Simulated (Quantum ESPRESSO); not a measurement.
# Computed records: Si3Ge3PC (made-up cell)

Calculation on a made-up crystal cell, not a measurement: periodic Kohn-Sham density functional theory in plane waves with PseudoDojo standard norm-conserving scalar-relativistic pseudopotentials, each functional with its own files (v0.5 for PBE, v0.4.1 for LDA and PBEsol), no spin polarisation, no spin-orbit coupling, atoms not relaxed, stress positive in tension, energies less a fixed whole-eV offset for each atom's element; levels are Kohn-Sham levels at fractions of this cell's reciprocal vectors, counted from the reference band (half the neutral cell's valence electrons, rounded up) at Gamma; error bars cover cutoff and k-mesh only, not smearing or the files; added strain carries the atoms with the cell, and shear is the tensor component; each bar is the largest change over components, and at least 0.002 eV, 0.002 eV per angstrom or 0.02 GPa; energies are for the whole cell, and the offsets were chosen from early runs and are not element reference energies. Program: Quantum ESPRESSO 7.5.

Entry: Si3Ge3PC (made-up cell)

```cif
# cell vector a (Å): 5.6498 0.0000 0.0000
# cell vector b (Å): 0.0000 5.6498 0.0000
# cell vector c (Å): 0.0000 0.0000 5.6498
data_Si3Ge3PC
_symmetry_space_group_name_H-M 'P 1'
_symmetry_Int_Tables_number 1
_cell_length_a 5.6498
_cell_length_b 5.6498
_cell_length_c 5.6498
_cell_angle_alpha 90.000
_cell_angle_beta 90.000
_cell_angle_gamma 90.000
_cell_volume 180.34
loop_
_atom_site_label
_atom_site_type_symbol
_atom_site_fract_x
_atom_site_fract_y
_atom_site_fract_z
_atom_site_occupancy
Ge1 Ge 0.00083 0.01556 0.98639 1
Ge2 Ge 0.99276 0.49508 0.50818 1
P1 P 0.51221 0.99768 0.51327 1
Ge3 Ge 0.50742 0.48864 0.00398 1
Si1 Si 0.24049 0.25498 0.24010 1
C1 C 0.24519 0.74514 0.74279 1
Si2 Si 0.75185 0.23856 0.75293 1
Si3 Si 0.74084 0.75339 0.23842 1
```

* lattice type: zincblende/diamond
* functional: pbe
* cutoff: 1116 eV
* fermi dirac smearing: 0.1 eV
* scf tolerance: 1e-07 eV
* electrons removed: 0
* k mesh: 6 x 6 x 6, shifted by half a step
* free energy less offsets: 2.503 eV
* smearing term minus ts: -0.06449 eV
* scf iterations: 11
* pressure: -7.6 GPa
* stress xx: 7.349 GPa
* stress yy: 7.742 GPa
* stress zz: 7.709 GPa
* stress yz: 0.7495 GPa
* stress xz: -0.07721 GPa
* stress xy: -1.031 GPa
* fermi level: 0.6216 eV
* reference band: 32
* error bar energy: 0.006747 eV
* error bar stress: 0.02 GPa
* error bar force: 0.01021 eV/Å
* error bar next band up: 0.002 eV
* error bar fermi level: 0.01781 eV
* error bars from: tighter rerun of this cell

Atoms:
```csv
atoms element,atom site,atom energy offset (eV)
Ge,1,-2430
Ge,2,-2430
P,3,-189
Ge,4,-2430
Si,5,-115
C,6,-163
Si,7,-115
Si,8,-115
```

Forces:
```csv
site,x (eV/Å),y (eV/Å),z (eV/Å)
1,1.106,-2.419,-0.03395
2,0.8942,1.364,0.1849
3,-1.419,-0.7542,-0.3666
4,-1.345,0.9725,-1.101
5,0.6769,-0.1851,1.024
6,0.02614,-0.05945,0.302
7,-0.6406,0.6106,-0.8484
8,0.7015,0.4701,0.8392
```

Levels:
```csv
level k point,next band up (eV)
Gamma,0.5211
"(1/2,1/2,1/2)",0.3326
"(0.15,0,0)",0.7665
"(0,0.15,0)",0.7734
"(0,0,0.15)",0.8626
```
